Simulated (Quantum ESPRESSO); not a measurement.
Mg3O2F2, finding a planted mistake in a log

A calculation, not a measurement. The program is pw.x of Quantum ESPRESSO 7.5 (plane-wave density functional theory). The cell is made up: 7 atoms on a zincblende/diamond lattice with one site empty, with randomly drawn elements, strain and displacements, not relaxed. PseudoDojo standard norm-conserving files (v0.5 for PBE, v0.4.1 for LDA and PBEsol) set the functional; there is no spin polarisation, spin-orbit coupling or dispersion term, and the masses in the input are unused placeholders.

Intended input:

```
&control calculation='scf', pseudo_dir='./dojo.nc.sr.pbe.v0_5.standard.upf', outdir='./o', disk_io='medium', tprnfor=.true., tstress=.true. /
&system ibrav=0, nat=7, ntyp=3, nbnd=34, ecutwfc=84.00895049, nosym=.true., tot_charge=0,
 occupations='smearing', smearing='fd', degauss=0.0018374661
/
&electrons conv_thr=7.350e-09, electron_maxstep=60, /
ATOMIC_SPECIES
F 1.0 F.upf
Mg 1.0 Mg.upf
O 1.0 O.upf
CELL_PARAMETERS angstrom
4.3904 0.0 0.0
0.0 4.3904 0.0
0.0 0.0 4.3904
ATOMIC_POSITIONS angstrom
Mg -0.0983 0.0114 -0.0586
Mg 2.2285 -0.0414 2.104
Mg 2.1811 2.1923 0.1377
O 1.2644 1.2728 1.1844
F 1.1246 3.2668 3.4839
F 3.3743 1.325 3.2626
O 3.4471 3.2069 1.0357
K_POINTS automatic
4 4 4 1 1 1
```

The log is shortened where brackets say so; the opening notice, blank lines, dates and the lines on written files are dropped, and the path of the files is cut. It prints rydbergs, bohrs and kilobars, and counts compression as positive stress. Where no state is partly filled, the Fermi energy that it prints is only some level between the filled and the empty states on the mesh, and need not lie in the true gap.

Log of the intended run:

```
     Program PWSCF v.7.5
     Parallel version (MPI & OpenMP), running on       1 processor cores
     Number of MPI processes:                 1
     Threads/MPI process:                     1
     [start-up lines left out]
     bravais-lattice index     =            0
     lattice parameter (alat)  =       8.2967  a.u.
     unit-cell volume          =     571.0957 (a.u.)^3
     number of atoms/cell      =            7
     number of atomic types    =            3
     number of electrons       =        56.00
     number of Kohn-Sham states=           34
     kinetic-energy cutoff     =      84.0090  Ry
     charge density cutoff     =     336.0358  Ry
     scf convergence threshold =      7.3E-09
     mixing beta               =       0.7000
     number of iterations used =            8  plain     mixing
     Exchange-correlation= PBE
                           (   1   4   3   4   0   0   0)
     [axes and pseudopotential details left out]
   Cartesian axes
     site n.     atom                  positions (alat units)
         1        Mg     tau(   1) = (  -0.0223898   0.0025966  -0.0133473  )
         2        Mg     tau(   2) = (   0.5075847  -0.0094297   0.4792274  )
         3        Mg     tau(   3) = (   0.4967884   0.4993395   0.0313639  )
         4        O      tau(   4) = (   0.2879920   0.2899052   0.2697704  )
         5        F      tau(   5) = (   0.2561498   0.7440780   0.7935268  )
         6        F      tau(   6) = (   0.7685632   0.3017948   0.7431214  )
         7        O      tau(   7) = (   0.7851449   0.7304346   0.2359011  )
     number of k points=    32  Fermi-Dirac smearing, width (Ry)=  0.0018
                       cart. coord. in units 2pi/alat
        k(    1) = (   0.1250000   0.1250000   0.1250000), wk =   0.0625000
        k(    2) = (   0.1250000   0.1250000   0.3750000), wk =   0.0625000
     [further k points left out]
     Dense  grid:    59373 G-vectors     FFT dimensions: (  50,  50,  50)
     Estimated max dynamical RAM per process >      68.17 MB
     Initial potential from superposition of free atoms
     starting charge      55.9976, renormalised to      56.0000
     Starting wfcs are   31 randomized atomic wfcs +    3 random wfcs
     total cpu time spent up to now is        3.7 secs
     per-process dynamical memory:    50.1 Mb
     Self-consistent Calculation
     iteration #  1     ecut=    84.01 Ry     beta= 0.70
     Davidson diagonalization with overlap
     ethr =  1.00E-02,  avg # of iterations =  5.2
     total cpu time spent up to now is       14.7 secs
     total energy              =    -520.88140526 Ry
     estimated scf accuracy    <       1.86792766 Ry
     iteration #  2     ecut=    84.01 Ry     beta= 0.70
     Davidson diagonalization with overlap
     ethr =  3.34E-03,  avg # of iterations =  2.3
     total cpu time spent up to now is       24.9 secs
     total energy              =    -521.08249674 Ry
     estimated scf accuracy    <       3.05080790 Ry
     [iterations 3 to 9 left out]
     iteration # 10     ecut=    84.01 Ry     beta= 0.70
     Davidson diagonalization with overlap
     ethr =  1.12E-09,  avg # of iterations =  2.0
     total cpu time spent up to now is      100.0 secs
     total energy              =    -521.72481862 Ry
     estimated scf accuracy    <       0.00000002 Ry
     iteration # 11     ecut=    84.01 Ry     beta= 0.70
     Davidson diagonalization with overlap
     ethr =  4.18E-11,  avg # of iterations =  2.0
     total cpu time spent up to now is      108.9 secs
     End of self-consistent calculation
     [lines on levels left out]
     the Fermi energy is     5.6364 ev
!    total energy              =    -521.72481862 Ry
     estimated scf accuracy    <          1.7E-09 Ry
     smearing contrib. (-TS)   =      -0.00000000 Ry
     internal energy E=F+TS    =    -521.72481862 Ry
     The total energy is F=E-TS. E is the sum of the following terms:
     one-electron contribution =    -337.08092276 Ry
     hartree contribution      =     180.52244199 Ry
     xc contribution           =     -87.20694484 Ry
     ewald contribution        =    -277.95939302 Ry
     convergence has been achieved in  11 iterations
     Forces acting on atoms (cartesian axes, Ry/au):
     atom    1 type  2   force =     0.05629044    0.06277504    0.04895131
     atom    2 type  2   force =     0.01127118   -0.01113245   -0.00594319
     atom    3 type  2   force =     0.10100680    0.06634112   -0.08043975
     atom    4 type  3   force =    -0.12532738   -0.16895447    0.06758675
     atom    5 type  1   force =     0.01563834    0.04582292   -0.06205787
     atom    6 type  1   force =    -0.01956567   -0.05080069   -0.00633440
     atom    7 type  3   force =    -0.03931370    0.05594852    0.03823716
     Total force =     0.308259     Total SCF correction =     0.000126
     Computing stress (Cartesian axis) and pressure
          total   stress  (Ry/bohr**3)                   (kbar)     P=      138.93
   0.00104370   0.00006835  -0.00036179          153.53       10.05      -53.22
   0.00006835   0.00085407  -0.00060727           10.05      125.64      -89.33
  -0.00036179  -0.00060727   0.00093560          -53.22      -89.33      137.63
     init_run     :      3.53s CPU      3.69s WALL (       1 calls)
     electrons    :     97.94s CPU    105.22s WALL (       1 calls)
     forces       :      1.27s CPU      1.30s WALL (       1 calls)
     stress       :      4.85s CPU      4.92s WALL (       1 calls)
     [timing details left out]
     PWSCF        :   1m47.67s CPU   1m55.26s WALL
     JOB DONE.
```

A second run was made from an input with one planted mistake. Its log:

```
     Program PWSCF v.7.5
     Parallel version (MPI & OpenMP), running on       1 processor cores
     Number of MPI processes:                 1
     Threads/MPI process:                     1
     [start-up lines left out]
     bravais-lattice index     =            0
     lattice parameter (alat)  =       8.2967  a.u.
     unit-cell volume          =     571.0957 (a.u.)^3
     number of atoms/cell      =            7
     number of atomic types    =            3
     number of electrons       =        56.00
     number of Kohn-Sham states=           34
     kinetic-energy cutoff     =      84.0090  Ry
     charge density cutoff     =     336.0358  Ry
     scf convergence threshold =      7.3E-09
     mixing beta               =       0.7000
     number of iterations used =            8  plain     mixing
     Exchange-correlation= SLA  PW   NOGX NOGC
                           (   1   4   0   0   0   0   0)
     [axes and pseudopotential details left out]
   Cartesian axes
     site n.     atom                  positions (alat units)
         1        Mg     tau(   1) = (  -0.0223898   0.0025966  -0.0133473  )
         2        Mg     tau(   2) = (   0.5075847  -0.0094297   0.4792274  )
         3        Mg     tau(   3) = (   0.4967884   0.4993395   0.0313639  )
         4        O      tau(   4) = (   0.2879920   0.2899052   0.2697704  )
         5        F      tau(   5) = (   0.2561498   0.7440780   0.7935268  )
         6        F      tau(   6) = (   0.7685632   0.3017948   0.7431214  )
         7        O      tau(   7) = (   0.7851449   0.7304346   0.2359011  )
     number of k points=    32  Fermi-Dirac smearing, width (Ry)=  0.0018
                       cart. coord. in units 2pi/alat
        k(    1) = (   0.1250000   0.1250000   0.1250000), wk =   0.0625000
        k(    2) = (   0.1250000   0.1250000   0.3750000), wk =   0.0625000
     [further k points left out]
     Dense  grid:    59373 G-vectors     FFT dimensions: (  50,  50,  50)
     Estimated max dynamical RAM per process >      68.17 MB
     Initial potential from superposition of free atoms
     starting charge      55.9978, renormalised to      56.0000
     Starting wfcs are   31 randomized atomic wfcs +    3 random wfcs
     total cpu time spent up to now is        3.3 secs
     per-process dynamical memory:    49.9 Mb
     Self-consistent Calculation
     iteration #  1     ecut=    84.01 Ry     beta= 0.70
     Davidson diagonalization with overlap
     ethr =  1.00E-02,  avg # of iterations =  5.0
     total cpu time spent up to now is       12.4 secs
     total energy              =    -519.81571361 Ry
     estimated scf accuracy    <       1.77996335 Ry
     iteration #  2     ecut=    84.01 Ry     beta= 0.70
     Davidson diagonalization with overlap
     ethr =  3.18E-03,  avg # of iterations =  2.5
     total cpu time spent up to now is       20.4 secs
     total energy              =    -519.95497390 Ry
     estimated scf accuracy    <       3.22492440 Ry
     [iterations 3 to 9 left out]
     iteration # 10     ecut=    84.01 Ry     beta= 0.70
     Davidson diagonalization with overlap
     ethr =  1.03E-09,  avg # of iterations =  2.0
     total cpu time spent up to now is       89.8 secs
     total energy              =    -520.63810608 Ry
     estimated scf accuracy    <       0.00000002 Ry
     iteration # 11     ecut=    84.01 Ry     beta= 0.70
     Davidson diagonalization with overlap
     ethr =  3.69E-11,  avg # of iterations =  2.0
     total cpu time spent up to now is       98.8 secs
     End of self-consistent calculation
     [lines on levels left out]
     the Fermi energy is     6.4084 ev
!    total energy              =    -520.63810608 Ry
     estimated scf accuracy    <          1.8E-09 Ry
     smearing contrib. (-TS)   =       0.00000000 Ry
     internal energy E=F+TS    =    -520.63810608 Ry
     The total energy is F=E-TS. E is the sum of the following terms:
     one-electron contribution =    -337.12914459 Ry
     hartree contribution      =     179.31422018 Ry
     xc contribution           =     -84.86378866 Ry
     ewald contribution        =    -277.95939302 Ry
     convergence has been achieved in  11 iterations
     Forces acting on atoms (cartesian axes, Ry/au):
     atom    1 type  2   force =     0.05500968    0.05747964    0.04758509
     atom    2 type  2   force =     0.01058751   -0.00858988   -0.00801430
     atom    3 type  2   force =     0.09730578    0.06561425   -0.07725963
     atom    4 type  3   force =    -0.11249313   -0.16608021    0.05972518
     atom    5 type  1   force =     0.01811315    0.04645251   -0.05234799
     atom    6 type  1   force =    -0.02349652   -0.05364425    0.00136936
     atom    7 type  3   force =    -0.04502647    0.05876793    0.02894229
     Total force =     0.295581     Total SCF correction =     0.000113
     Computing stress (Cartesian axis) and pressure
          total   stress  (Ry/bohr**3)                   (kbar)     P=       64.41
   0.00054020   0.00008803  -0.00033389           79.47       12.95      -49.12
   0.00008803   0.00033456  -0.00055556           12.95       49.22      -81.73
  -0.00033389  -0.00055556   0.00043885          -49.12      -81.73       64.56
     init_run     :      2.68s CPU      2.86s WALL (       1 calls)
     electrons    :     89.02s CPU     95.49s WALL (       1 calls)
     forces       :      1.09s CPU      1.12s WALL (       1 calls)
     stress       :      4.76s CPU      4.84s WALL (       1 calls)
     [timing details left out]
     PWSCF        :   1m37.70s CPU   1m45.00s WALL
     JOB DONE.
```

Question: what was wrong in the second input?

Answer: the files are those of another functional. The input lines that differ, file-writing options aside:

```
- &control calculation='scf', pseudo_dir='./dojo.nc.sr.pbe.v0_5.standard.upf', outdir='./o', disk_io='medium', tprnfor=.true., tstress=.true. /
+ &control calculation='scf', pseudo_dir='./dojo.nc.sr.lda.v0_4_1.standard.upf', outdir='./o', disk_io='medium', tprnfor=.true., tstress=.true. /
```

```
                                            intended run  run with the mistake
                          free energy (eV)     -7098.428             -7083.642
                    smearing term -TS (eV)        0.0000                0.0000
                            pressure (GPa)         13.89                  6.44
            largest force component (eV/Å)         4.344                 4.270
largest change of a force component (eV/Å)                               0.330
                                iterations            11                    11
```

For scale, a rerun of the intended cell at 1437 eV and a 6 x 6 x 6 mesh moved values by no more than 0.003 eV in energy, 0.05 GPa in stress and 0.006 eV/Å in force. Files of another functional have another zero of energy, so the energy change says nothing on stability.